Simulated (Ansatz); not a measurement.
Nb:
Space group Im-3m (No. 229); a = 3.3021 Å, b = 3.3021 Å, c = 3.3021 Å, α = 90.00°, β = 90.00°, γ = 90.00°

```
atom  site  symmetry       x       y       z
----  ----  --------  ------  ------  ------
Nb      2a      m-3m  0.0000  0.0000  0.0000
```
(The calculation used a cell of 1 atom; values per cell refer to that cell.)

Relaxed with r²SCAN.

### Question
Which orbitals make up the states near the Fermi level in plane-wave PAW r²SCAN (Ansatz code)?

### Answer
Within 0.5 eV of the Fermi level: Nb 4d 86 %, Nb 5s 9 %. Projections are on Löwdin-orthogonalised atomic valence shells; empty p or d shells of many metals are not among them.

### Question
Tabulate the density of states.

### Answer
States/eV per cell of 1 atom, in 0.25 eV bins, energy from the Fermi level.

| E (eV) | total | Nb 4d | Nb 5s | Nb 4p |
|---|---|---|---|---|
| -6.35 | 0.00 | 0.00 | 0.00 | 0.00 |
| -6.10 | 0.02 | 0.00 | 0.02 | 0.00 |
| -5.85 | 0.04 | 0.00 | 0.03 | 0.00 |
| -5.60 | 0.06 | 0.00 | 0.05 | 0.00 |
| -5.35 | 0.07 | 0.00 | 0.06 | 0.00 |
| -5.10 | 0.09 | 0.00 | 0.07 | 0.00 |
| -4.85 | 0.10 | 0.01 | 0.08 | 0.00 |
| -4.60 | 0.12 | 0.01 | 0.10 | 0.00 |
| -4.35 | 0.15 | 0.02 | 0.11 | 0.01 |
| -4.10 | 0.19 | 0.03 | 0.13 | 0.01 |
| -3.85 | 0.45 | 0.24 | 0.18 | 0.01 |
| -3.60 | 0.91 | 0.62 | 0.24 | 0.01 |
| -3.35 | 0.99 | 0.73 | 0.22 | 0.02 |
| -3.10 | 1.11 | 0.86 | 0.20 | 0.02 |
| -2.85 | 1.34 | 1.12 | 0.18 | 0.02 |
| -2.60 | 1.34 | 1.15 | 0.15 | 0.02 |
| -2.35 | 1.15 | 1.02 | 0.10 | 0.02 |
| -2.10 | 0.57 | 0.53 | 0.03 | 0.01 |
| -1.85 | 0.48 | 0.46 | 0.01 | 0.01 |
| -1.60 | 1.81 | 1.76 | 0.01 | 0.02 |
| -1.35 | 2.06 | 1.99 | 0.02 | 0.03 |
| -1.10 | 1.28 | 1.22 | 0.03 | 0.01 |
| -0.85 | 1.12 | 1.04 | 0.05 | 0.01 |
| -0.60 | 1.13 | 1.02 | 0.07 | 0.02 |
| -0.35 | 1.86 | 1.61 | 0.16 | 0.03 |
| -0.10 | 1.75 | 1.49 | 0.18 | 0.03 |
| 0.15 | 1.18 | 1.02 | 0.10 | 0.02 |
| 0.40 | 0.76 | 0.64 | 0.07 | 0.01 |
| 0.65 | 0.48 | 0.37 | 0.06 | 0.01 |
| 0.90 | 0.43 | 0.34 | 0.05 | 0.01 |
| 1.15 | 0.43 | 0.34 | 0.03 | 0.00 |
| 1.40 | 0.44 | 0.36 | 0.03 | 0.00 |
| 1.65 | 0.49 | 0.43 | 0.02 | 0.00 |
| 1.90 | 0.73 | 0.67 | 0.02 | 0.00 |
| 2.15 | 0.82 | 0.78 | 0.02 | 0.00 |
| 2.40 | 0.88 | 0.84 | 0.01 | 0.00 |
| 2.65 | 0.98 | 0.95 | 0.01 | 0.00 |
| 2.90 | 1.17 | 1.14 | 0.01 | 0.00 |
| 3.15 | 1.19 | 1.16 | 0.01 | 0.00 |
| 3.40 | 1.23 | 1.20 | 0.01 | 0.00 |
| 3.65 | 1.43 | 1.40 | 0.01 | 0.00 |
| 3.90 | 1.25 | 1.23 | 0.01 | 0.00 |
| 4.15 | 1.62 | 1.57 | 0.03 | 0.00 |
| 4.40 | 2.75 | 2.62 | 0.09 | 0.00 |
| 4.65 | 1.13 | 0.98 | 0.10 | 0.00 |

The r²SCAN relaxation kept the symmetry of its start. The run is not spin-polarised. Spin–orbit coupling is left out wherever it is not named.

Potentials: the later of the program's two PAW sets.
